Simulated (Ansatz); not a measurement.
## 6 guesses for GaSbTe₄ and where they end

All numbers below come from Ansatz 0.2.0, DFT PBE, scalar-relativistic, plane waves, PAW. All cells share a 420 eV cutoff and Γ-centred k meshes spaced at most about 0.3 Å⁻¹ (about 0.25 or finer for metals, 2π included). No spin polarisation in the final relaxations.

Each guess was relaxed in cell and atoms at zero pressure, within the symmetry of its start. All energies are static (0 K, no zero-point motion). Coordination counts Sb or Te atoms around Ga (for each partner element, those within 1.25 times its shortest distance or 1.15 times the sum of covalent radii, where it is the nearest in units of that sum or under 1.3; the shortest distance is added where it is long for a bond).

```tsv
guess	made from	start group	V start (Å³/atom)	end group	V end (Å³/atom)	coordination at the end	gap on mesh (eV)	E over the lowest end (meV/atom)
1	random cell	P4/mmm	30.7	P4/mmm	35.9	Ga 4	0	128
2	CrIrO4 type	Cmmm	30.7	Cmmm	34.0	Ga 6	0	13
3	ScNi4Au type	F-43m	30.7	?	?	?	?	?
4	TlBiF4 type	P4/mmm	29.7	P4/mmm	33.5	Ga 8 from 3.3 Å	0	0
5	LaGaNi4 type	P-6m2	30.6	P-6m2	32.6	Ga 3 from 3.7 Å	0	242
6	random cell	P4/mmm	36.0	P4/mmm	62.5	Ga 2	0	405
```

Guess 3 as it starts:

```cif
data_structure
_symmetry_space_group_name_H-M 'F-43m'
_symmetry_Int_Tables_number 216
_cell_length_a 9.0273
_cell_length_b 9.0273
_cell_length_c 9.0273
_cell_angle_alpha 90.000
_cell_angle_beta 90.000
_cell_angle_gamma 90.000
_cell_volume 735.67
loop_
_atom_site_label
_atom_site_type_symbol
_atom_site_symmetry_multiplicity
_atom_site_Wyckoff_symbol
_atom_site_fract_x
_atom_site_fract_y
_atom_site_fract_z
_atom_site_occupancy
Ga1 Ga 4 c 0.25000 0.25000 0.25000 1
Sb1 Sb 4 b 0.50000 0.00000 0.00000 1
Te1 Te 16 e 0.12540 0.12540 0.87460 1
```

Problem. Fill in the missing row: what does this guess relax into, and where does it rank?

Solution. It ends in space group F-43m (No. 216), with a = 9.027 Å, 30.7 Å³/atom and no gap. It lies 0.35 eV/atom over the lowest end, above guess 5 and below guess 6. Counting Sb or Te atoms around Ga, this end has Ga 12 from 3.7 Å and the lowest (guess 4) has Ga 8 from 3.3 Å.

```
Ga Sb Te
1.0
     0.00000    4.51367    4.51367
     4.51367    0.00000    4.51367
     4.51367    4.51367    0.00000
Ga Sb Te
1 1 4
Direct
  0.25000 0.25000 0.25000
  0.50000 0.50000 0.50000
  0.87460 0.87460 0.37621
  0.37621 0.87460 0.87460
  0.87460 0.87460 0.87460
  0.87460 0.37621 0.87460
```

Energies over the elements count from the elements' standard structures at the same level, with no fitted energy shifts.

Problem. Is the lowest end bound against the elements?

Solution. No: its formation energy is +0.12 eV/atom. It can't be a ground state, since the elements alone are lower.

The k mesh leaves some 4 meV/atom of noise in the energy of each metallic cell. These runs have no spin–orbit coupling, which can matter for Sb and Te. A magnetic state wasn't ruled out in cells without spin, among them F-43m, P4/mmm at 62.5 Å³/atom. The reference form of Te is held partly by dispersion forces, which this level lacks. Cells relaxed within their symmetry can be saddle points. A lower structure may well exist outside this small set. Some structure types and database cells were kept out of the candidates from the start, so a known form may be missing.
